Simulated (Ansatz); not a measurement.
# Zincblende alloy of AlAs and GaP (28 of 32 Al sites, 28 of 32 As sites exchanged), 64 atoms

Theory: DFT, PBEsol, PAW, plane waves (Ansatz 0.2.0).

Command:

```sh
ansatz run in.yaml --threads 8 --pin off --max-ram 118750MiB --runs-dir r --events-out ev --progress --plain --backend cuda --devices 0,
```

The input less its lattice and atoms:

```yaml
crystal:
  symmetry: { detect: false }
kpoints:
  mp_grid: { grid: [1, 1, 1], shift: [0.25, 0.25, 0.25] }
hamiltonian:
  xc: pbesol
scf:
  occupations: { method: fermi_dirac, width: 0.01 }
relax:
  f_tol: 0.03
  max_steps: 80
  escape_saddle: false
  adjacent_minimum: "off"
  cell: { fix: [shape] }
output:
  forces: true
  eigenvalues: true
  populations: true
```

Start:

```xyz
64
Lattice="10.9335 0.0000 0.0000 0.0000 10.9335 0.0000 0.0000 0.0000 10.9335" Properties=species:S:1:pos:R:3 pbc="T T T"
Ga   10.9072   10.9185    0.0410
Ga    0.0179    5.4558   10.8941
Ga    0.0096    5.4686    5.4403
Ga    5.4470   10.9076   10.9263
Ga    5.4654    0.0022    5.4188
Ga    5.4845    5.4517    0.0411
Ga    5.4645    5.4694    5.4532
Ga    2.7526    2.7593   10.9240
Ga    2.7314    2.7336    5.4835
Ga    2.7372    8.2071   10.9152
Ga    2.6882    8.2059    5.4853
Ga    8.1553    2.7222    0.0222
Ga    8.1756    2.7569    5.4535
Ga    8.1766    8.2062    0.0346
Ga    2.7242   10.9276    2.7542
Ga    2.7396   10.9197    8.1756
Ga    2.7016    5.4137    2.7662
Ga    2.7321    5.4559    8.2098
Ga    8.1874    0.0050    8.2210
Ga    8.2204    5.4417    2.7073
Ga    8.1983    5.4681    8.2393
Ga   10.9273    2.7305    2.7697
Ga   10.9228    2.7442    8.2040
Ga   10.9152    8.1667    8.2243
Ga    5.4940    2.7203    2.7184
Ga    5.4609    2.7195    8.2297
Ga    5.4748    8.2244    2.7404
Ga    5.4480    8.2168    8.2163
Al   10.9094   10.9253    5.4816
Al    8.1719    8.2252    5.4692
Al    8.2208   10.9273    2.7378
Al   10.9176    8.1690    2.7024
P     1.4075    1.3741    1.3648
P     1.3304    1.3608    6.8503
P     1.3645    6.8339    1.3439
P     6.8283    1.3386    1.3585
P     6.7966    1.3725    6.8336
P     6.8294    6.8329    1.3413
P     6.8354    6.8041    6.8266
P     4.1189    4.1160    1.3535
P     4.1089    4.0991    6.8239
P     4.1181    9.5290    1.3526
P     4.1401    9.5612    6.8193
P     9.5241    4.1285    1.3927
P     9.5692    9.5765    1.3742
P     9.5493    9.5861    6.8693
P     4.0883    1.3329    4.0779
P     4.0617    1.3690    9.5356
P     4.1182    6.8194    4.1378
P     4.0357    6.8747    9.5852
P     9.5815    1.3399    4.1027
P     9.5324    1.3333    9.5439
P     9.5586    6.8316    9.5891
P     1.3769    4.0857    9.5721
P     1.3789    9.5905    4.1024
P     1.3573    9.6279    9.5267
P     6.8469    4.1003    4.1256
P     6.8722    4.0979    9.5903
P     6.8179    9.5729    4.0853
P     6.8393    9.5185    9.6117
As    1.3700    6.8323    6.8175
As    9.5452    4.0900    6.8192
As    9.5547    6.8154    4.1071
As    1.3566    4.1030    4.1173
```

Steps:

| step | energy less the first (eV) | largest force component (eV/Å) | pressure (GPa) |
| --- | --- | --- | --- |
| start | 0.000 | 1.090 | 0.33 |
| 1 | -0.811 | 0.284 | 0.04 |
| 2 | -0.884 | 0.018 | 0.00 |

A structure on the way, about -0.81 eV from the start:

```
Ga Al P As
1.0
    10.93735    0.00000    0.00000
     0.00000   10.93735    0.00000
     0.00000    0.00000   10.93735
Ga Al P As
28 4 28 4
Direct
  0.99929 0.99939 0.00034
  0.00069 0.49988 0.99864
  0.00006 0.50039 0.49861
  0.49854 0.99811 0.00071
  0.49887 0.00055 0.49890
  0.50037 0.50022 0.00328
  0.49888 0.50058 0.49928
  0.25117 0.24884 0.00026
  0.25389 0.24711 0.50476
  0.25354 0.74880 0.99854
  0.25187 0.75310 0.49896
  0.74556 0.24960 0.99931
  0.74462 0.24888 0.49778
  0.74644 0.75136 0.00077
  0.24940 0.00118 0.25093
  0.25024 0.99848 0.75194
  0.25316 0.50105 0.24729
  0.25322 0.49616 0.75388
  0.75060 0.00186 0.75211
  0.74923 0.49441 0.24463
  0.74589 0.50281 0.75489
  0.99680 0.24584 0.24827
  0.00315 0.24536 0.75328
  0.99611 0.75245 0.75503
  0.49971 0.24799 0.24890
  0.50016 0.24698 0.75160
  0.49976 0.75226 0.24931
  0.49765 0.75211 0.75167
  0.99876 0.99975 0.50026
  0.74349 0.75315 0.50445
  0.74909 0.99961 0.24821
  0.00280 0.75165 0.24437
  0.12536 0.12412 0.12390
  0.12587 0.12199 0.62582
  0.12681 0.62539 0.12183
  0.62334 0.12454 0.12364
  0.62335 0.12304 0.62551
  0.62446 0.62538 0.12493
  0.62059 0.62434 0.62770
  0.37648 0.37385 0.12340
  0.37793 0.37398 0.62657
  0.37385 0.87464 0.12537
  0.37614 0.87672 0.62596
  0.87353 0.37278 0.12263
  0.87464 0.87610 0.12296
  0.87283 0.87689 0.62650
  0.37466 0.12343 0.37444
  0.37463 0.12365 0.87519
  0.37711 0.62573 0.37464
  0.37537 0.62448 0.87597
  0.87275 0.12277 0.37451
  0.87314 0.12450 0.87686
  0.87343 0.62579 0.87765
  0.12522 0.37282 0.87748
  0.12626 0.87653 0.37433
  0.12629 0.87533 0.87678
  0.62257 0.37404 0.37403
  0.62256 0.37537 0.87627
  0.62282 0.87641 0.37440
  0.62447 0.87520 0.87531
  0.12616 0.62691 0.62733
  0.87318 0.37244 0.62761
  0.87190 0.62738 0.37284
  0.12747 0.37295 0.37294
```

End:

```
Ga Al P As
1.0
    10.93861    0.00000    0.00000
     0.00000   10.93861    0.00000
     0.00000    0.00000   10.93861
Ga Al P As
28 4 28 4
Cartesian
  10.9376 0.0028 10.9348
  10.9348 5.4631 0.0004
  10.9333 5.4700 5.4709
  5.4598 10.9349 0.0018
  5.4608 0.0004 5.4761
  5.4662 5.4683 0.0070
  5.4623 5.4598 5.4743
  2.7362 2.7264 0.0137
  2.7718 2.6894 5.5133
  2.7386 8.2082 10.9296
  2.7776 8.2422 5.4387
  8.1903 2.7296 10.9300
  8.1546 2.6916 5.4365
  8.1922 8.2061 0.0089
  2.7389 0.0080 2.7314
  2.7377 10.9271 8.2122
  2.7772 5.5016 2.6970
  2.7727 5.4291 8.2513
  8.1917 0.0077 8.2173
  8.1585 5.4231 2.6956
  8.1564 5.5019 8.2515
  10.8982 2.6938 2.6932
  0.0341 2.6892 8.2498
  10.8992 8.2430 8.2553
  5.4530 2.7263 2.7334
  5.4736 2.7240 8.2152
  5.4729 8.2063 2.7329
  5.4516 8.2070 8.2172
  10.9320 10.9309 5.4694
  8.1467 8.2381 5.5145
  8.1886 10.9298 2.7218
  0.0380 8.2372 2.6846
  1.3647 1.3536 1.3586
  1.3710 1.3383 6.8504
  1.3820 6.8353 1.3404
  6.8228 1.3687 1.3622
  6.8187 1.3527 6.8425
  6.8226 6.8348 1.3611
  6.8004 6.8363 6.8575
  4.1090 4.0949 1.3598
  4.1170 4.0847 6.8523
  4.0975 9.5677 1.3681
  4.1089 9.5793 6.8435
  9.5550 4.0861 1.3445
  9.5680 9.5827 1.3498
  9.5525 9.5859 6.8574
  4.1061 1.3529 4.1036
  4.0944 1.3613 9.5760
  4.1199 6.8409 4.0958
  4.1070 6.8338 9.5867
  9.5534 1.3475 4.0903
  9.5615 1.3556 9.5850
  9.5543 6.8418 9.5959
  1.3719 4.0843 9.5947
  1.3800 9.5856 4.0914
  1.3667 9.5804 9.5845
  6.8071 4.0860 4.0929
  6.8178 4.0981 9.5856
  6.8154 9.5850 4.1037
  6.8263 9.5691 9.5763
  1.3855 6.8560 6.8642
  9.5429 4.0756 6.8621
  9.5412 6.8615 4.0793
  1.3863 4.0759 4.0816
```

Self-consistency was reached.

Time: 8.5 s of wall time on one NVIDIA GB300 with 8 processor threads, on a host shared with other runs; peak host memory 2.1 GiB.

Problem. How much energy did the relaxation gain, and which atom moved most?

Solution. 0.88 eV in 2 steps, from a start with small random displacements; atom 17 (Ga) moved 0.13 Å, the median atom 0.04 Å (drift of the whole cell removed).
